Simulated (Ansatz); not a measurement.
MgS (rock salt, space group No. 225), PBEsol in the plane-wave PAW code Ansatz. The conduction-band minimum lies at X, with 3 equivalent valleys. Second derivatives d²E/dk² of the lowest band at one valley (eV·Å²), along Cartesian directions:

```json
[
 {"direction": "[100]", "d²E/dk²": "14.42"},
 {"direction": "[010]", "d²E/dk²": "26.35"},
 {"direction": "[001]", "d²E/dk²": "26.35"},
 {"direction": "[110]", "d²E/dk²": "20.38"},
 {"direction": "[101]", "d²E/dk²": "20.38"},
 {"direction": "[011]", "d²E/dk²": "26.31"}
]
```

Find the principal effective masses, the density-of-states mass and the conductivity mass.

Off-diagonal terms follow from H_xy = H[110] − (H_xx + H_yy)/2, and m*/mₑ = 7.620 eV·Å² over each eigenvalue: 0.29, 0.29, 0.53. One valley's DOS mass (m₁m₂m₃)^(1/3) = 0.35, conductivity mass 3/(Σ 1/mᵢ) = 0.34 mₑ.

What effective density of states Nc follows at 300 K for parabolic valleys?

Nc = 2.509e19 × 3 × (0.35)^(3/2) ≈ 1.6e19 cm⁻³.

Space group Fm-3m (rock salt). The PBEsol relaxation kept the symmetry of its start.

Potentials: the later of the program's two PAW sets.

Edges and masses are those of Kohn–Sham bands, whose gap is no quasiparticle gap.
